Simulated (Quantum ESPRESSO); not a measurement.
Simulation results for Mg$_{3}$Se$_{2}$Cl$_{2}$ (made-up cell, one site empty)

Computed with Quantum ESPRESSO 7.5. Calculation on a made-up crystal cell, not a measurement: periodic Kohn-Sham density functional theory in plane waves with PseudoDojo standard norm-conserving scalar-relativistic pseudopotentials, each functional with its own files (v0.5 for PBE, v0.4.1 for LDA and PBEsol), no spin polarisation, no spin-orbit coupling, atoms not relaxed, stress positive in tension, energies less a fixed whole-eV offset for each atom's element; levels are Kohn-Sham levels at fractions of this cell's reciprocal vectors, counted from the reference band (half the neutral cell's valence electrons, rounded up) at Gamma; error bars cover cutoff and k-mesh only, not smearing or the files; each bar is the largest change over components, and at least 0.002 eV, 0.002 eV per angstrom or 0.02 GPa; added strain carries the atoms with the cell, and shear is the tensor component; energies are for the whole cell, and the offsets were chosen from early runs and are not element reference energies.

Settings shared by all entries: lattice type wurtzite; empty site 2; functional pbe; cutoff 1170 eV; fermi dirac smearing 0.025 eV; scf tolerance 1e-07 eV; electrons removed 0; added strain kind uniform; k mesh 4 x 4 x 4, shifted by half a step.

(1) Mg$_{3}$Se$_{2}$Cl$_{2}$ (made-up cell, one site empty)

Unstrained structure:
```
Mg3Se2Cl2
1.0
      4.1688    -0.0429    -0.0562
     -0.0742     7.3180    -0.0898
     -0.0917    -0.0846     7.0312
Mg Se Cl
3 2 2
Direct
  0.00496 0.00268 -0.00155
  0.49275 0.17134 0.49906
  -0.00637 0.67105 0.49906
  -0.00251 0.00457 0.37293
  0.49662 0.49656 0.37260
  0.49381 0.16175 0.87911
  0.00644 0.66381 0.87343
```

Here we set added strain -0.0119 and structure shown before the added strain of -0.0119.

It finds free energy less offsets 0.393 eV; scf iterations 10; smearing term minus ts 0 eV; pressure -1.402 GPa; stress xx -0.4335 GPa; stress yy 2.244 GPa; stress zz 2.396 GPa; stress yz 0.2437 GPa; stress xz -0.5301 GPa; stress xy -0.8996 GPa; reference band 38; error bar energy 0.008272 eV; error bar stress 0.07497 GPa; error bar force 0.01116 eV/Å; error bar next band up 0.002911 eV; error bars from tighter rerun of a related cell.

Atoms:
```csv
atoms element,atom site,atom energy offset (eV)
Mg,1,-1617
Mg,3,-1617
Mg,4,-1617
Se,5,-3300
Se,6,-3300
Cl,7,-449
Cl,8,-449
```

Forces:
```csv
site,x (eV/Å),y (eV/Å),z (eV/Å)
1,-0.1144,-0.9421,0.01212
3,0.342,0.873,-0.07885
4,0.2926,-0.7853,0.3248
5,-0.371,-0.2327,-0.1428
6,-0.286,0.02891,0.2425
7,0.1563,-0.2923,-0.1007
8,-0.01955,1.351,-0.2571
```

Levels:
```csv
level k point,next band up (eV)
Gamma,1.445
"(1/2,1/2,1/2)",2.974
"(0.15,0,0)",1.927
"(0,0.15,0)",1.578
"(0,0,0.15)",1.65
```

(2) Mg$_{3}$Se$_{2}$Cl$_{2}$ (made-up cell, one site empty)

The structure is that of entry 1.

It was run with added strain -0.0071 and structure shown before the added strain of -0.0071.

Atoms:
```csv
atoms element,atom site,atom energy offset (eV)
Mg,1,-1617
Mg,3,-1617
Mg,4,-1617
Se,5,-3300
Se,6,-3300
Cl,7,-449
Cl,8,-449
```

**Q.** What stress yz does the calculation give for Mg$_{3}$Se$_{2}$Cl$_{2}$ (made-up cell, one site empty) (entry 2)?
**A.** 0.2337 GPa

**Q.** What stress zz does the calculation give for Mg$_{3}$Se$_{2}$Cl$_{2}$ (made-up cell, one site empty) (entry 2)?
**A.** 2.742 GPa

Further results for Mg$_{3}$Se$_{2}$Cl$_{2}$ (made-up cell, one site empty) (entry 2):

- free energy less offsets: 0.4239 eV
- scf iterations: 10
- smearing term minus ts: 0 eV
- pressure: -1.839 GPa
- stress xx: 0.07901 GPa
- stress yy: 2.695 GPa
- stress xz: -0.5143 GPa
- stress xy: -0.8507 GPa
- reference band: 38
- error bar energy: 0.008272 eV
- error bar stress: 0.07497 GPa
- error bar force: 0.01116 eV/Å
- error bar next band up: 0.002911 eV
- error bars from: tighter rerun of a related cell

Forces:
```csv
site,x (eV/Å),y (eV/Å),z (eV/Å)
1,-0.1061,-0.9294,0.02476
3,0.3399,0.8665,-0.1191
4,0.2726,-0.7902,0.2975
5,-0.3543,-0.2199,-0.1342
6,-0.2727,0.02657,0.302
7,0.1435,-0.3321,-0.09573
8,-0.02286,1.378,-0.2751
```

Levels:
```csv
level k point,next band up (eV)
Gamma,1.405
"(1/2,1/2,1/2)",2.963
"(0.15,0,0)",1.882
"(0,0.15,0)",1.537
"(0,0,0.15)",1.608
```
